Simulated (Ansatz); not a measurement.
Data:

P:
```cif
data_P
_chemical_formula_sum 'P1'
_space_group_name_H-M_alt 'P 1'
_space_group_IT_number 1
_cell_length_a 2.42172
_cell_length_b 2.42172
_cell_length_c 2.42172
_cell_angle_alpha 90.000
_cell_angle_beta 90.000
_cell_angle_gamma 90.000
loop_
_space_group_symop_operation_xyz
  'x, y, z'
loop_
_atom_site_label
_atom_site_type_symbol
_atom_site_fract_x
_atom_site_fract_y
_atom_site_fract_z
_atom_site_occupancy
P1 P 0.00000 0.00000 0.00000 1
```

This is the r²SCAN+D4-relaxed structure.

Problem. All from DFT-r²SCAN+D4 in the program Ansatz with PAW potentials, unless another level is named. Predict the electronic character.

Solution. metallic (no gap).

Problem. Next, the density of states at the Fermi level?

Solution. 0.30 states/eV per atom (mean over ±0.08 eV).

Space group Pm-3m (simple cubic). This is a known high-pressure phase of the composition, computed here at zero pressure and temperature. The cell was relaxed with r²SCAN+D4 under the symmetry of its start; phonons on a q-mesh show no instability. The volume moved by -29 % from the start of the relaxation.

Potentials: the later of the program's two PAW sets.
